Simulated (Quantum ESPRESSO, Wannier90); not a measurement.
CsSnI3 (cubic perovskite), plane waves to Wannier functions

```xyz
5
Lattice="6.2862 0.0000 0.0000 0.0000 6.2862 0.0000 0.0000 0.0000 6.2862" Properties=species:S:1:pos:R:3 pbc="T T T"
Cs     3.1431     3.1431     3.1431
Sn     0.0000     0.0000     0.0000
I      3.1431     0.0000     0.0000
I      0.0000     3.1431     0.0000
I      0.0000     0.0000     3.1431
```

Structure: Materials Project mp-614013, symmetrised, not relaxed again. COD (Crystallography Open Database) records the formula in this space group. Ideal cubic forms of this type are often high-temperature phases that distort on cooling; symmetry holds the cell here, and its stability was not tested. Computed values, not measurements, from LDA: Quantum ESPRESSO (norm-conserving PseudoDojo potentials, cutoff 58 Ry, no spin polarisation, no spin-orbit coupling) on a Γ-centred 6×6×6 mesh, then Wannier90. Density: 6×6×6 mesh, Gaussian smearing 0.01 Ry. Spin-orbit coupling is left out although heavy elements are present.

Functional, cutoff and mesh named above are those of the base row (1); the first column says what each row takes instead. Model: 17 functions from bands 7-9,13-36, start hydrogen-like Cs: s; Sn: s;p; I: s;p, disentangled but not localised (num_iter = 0), frozen window tied to the conduction edge or Fermi level of each row, as listed, which moves Ω_I and hoppings a little by itself. Energies are relative to the valence-band maximum; the misfit is to pw.x on a path, for states up to 1.5 eV relative to the valence-band maximum. The lattice is scaled uniformly, fractional positions fixed. The disentangled Ω_I can sit in another minimum from row to row.

```
scale  frozen to (eV)  Ω_I (Å²)  rms misfit (meV)  gap (eV)  bottom of band 7 (eV)  on-site Sn2 s minus Cs1 s (eV)  hopping modulus I4 py – Sn2 py, R = 0 0 0 (eV)  hopping modulus I3 px – Sn2 s, R = 0 0 0 (eV)  hopping modulus I3 s – Sn2 s, R = 0 0 0 (eV)
-----  --------------  --------  ----------------  --------  ---------------------  ------------------------------  ----------------------------------------------  ---------------------------------------------  --------------------------------------------
0.98             1.70     33.05               0.9      0.20                 -13.48                           -9.39                                           1.959                                          1.218                                         0.567
0.99             1.83     32.93               0.8      0.33                 -13.21                           -9.40                                           1.892                                          1.167                                         0.537
1                1.96     32.85               0.6      0.46                 -12.95                           -9.42                                           1.827                                          1.118                                         0.508
1.01             2.07     32.69               0.5      0.57                 -12.71                           -9.45                                           1.764                                          1.072                                         0.481
1.02             2.18     32.53               0.5      0.68                 -12.49                           -9.47                                           1.704                                          1.027                                         0.455
```
